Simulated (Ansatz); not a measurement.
ZnO:
```cif
data_O2Zn2
_chemical_formula_sum 'Zn2 O2'
_space_group_name_H-M_alt 'P63mc'
_space_group_IT_number 186
_space_group_name_Hall 'P 6c -2c'
_cell_length_a 3.27935
_cell_length_b 3.27935
_cell_length_c 5.29369
_cell_angle_alpha 90.000
_cell_angle_beta 90.000
_cell_angle_gamma 120.000
loop_
_atom_site_label
_atom_site_type_symbol
_atom_site_symmetry_multiplicity
_atom_site_Wyckoff_symbol
_atom_site_fract_x
_atom_site_fract_y
_atom_site_fract_z
_atom_site_occupancy
Zn1 Zn 2 b 0.66667 0.33333 0.00213 1
O1 O 2 b 0.33333 0.66667 0.12307 1
```

Relaxed with PBE.

Task: Give the optical modes at the zone centre with their infrared and Raman activity from DFPT, PBE (plane waves, PAW; program Ansatz).

Result: Transverse frequencies, without the LO–TO term; a row sums one degenerate level.

```csv
ω (cm⁻¹),degeneracy,IR ((D/Å)²/amu),Raman (Å⁴/amu),activity,symmetry
91,2,0.00,1.9,Raman,E2
245,1,0.00,0,silent,B1
343,1,17.20,11,IR+Raman,A1
364,2,32.68,0.83,IR+Raman,E1
394,2,0.00,3.6,Raman,E2
508,1,0.00,0,silent,B1
```

Task: How high does the top mode go among those that the LO–TO term moves?

Result: 518 cm⁻¹ for q along x, 518 cm⁻¹ for q along y, 509 cm⁻¹ for q along z.

Space group P6_3mc (wurtzite). Symmetry was held in the PBE relaxation; phonons on a q-mesh show no instability.

Potentials: the later of the program's two PAW sets.
